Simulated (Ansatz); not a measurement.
BaZrO₃:
```
CELL_PARAMETERS angstrom
      4.18066     0.00000     0.00000
      0.00000     4.18066     0.00000
      0.00000     0.00000     4.18066
ATOMIC_POSITIONS crystal
  Ba 0.00000 0.00000 0.00000
  Zr 0.50000 0.50000 0.50000
  O  0.50000 0.00000 0.50000
  O  0.00000 0.50000 0.50000
  O  0.50000 0.50000 0.00000
```

Relaxed with PBEsol.

Q: Give the optical modes at the zone centre with their infrared activity from DFPT, plane-wave PAW PBEsol (Ansatz code).

A: Transverse frequencies, without the LO–TO term; a row sums one degenerate level.

| ω (cm⁻¹) | degeneracy | IR ((D/Å)²/amu) | activity | symmetry |
|---|---|---|---|---|
| 88 | 3 | 39.43 | IR | T1u |
| 175 | 3 | 0.00 | IR-inactive | T2u |
| 189 | 3 | 66.99 | IR | T1u |
| 502 | 3 | 61.44 | IR | T1u |

Q: How high does the top mode go among those that the LO–TO term moves?

A: 692 cm⁻¹ for q along x.

Space group Pm-3m (cubic perovskite). The PBEsol relaxation kept the symmetry of its start. At this level the phase is dynamically unstable (imaginary phonons). No spin polarisation was allowed. Scalar-relativistic: spin–orbit coupling is off unless named, which matters more the heavier the elements.

Potentials: the later of the program's two PAW sets.
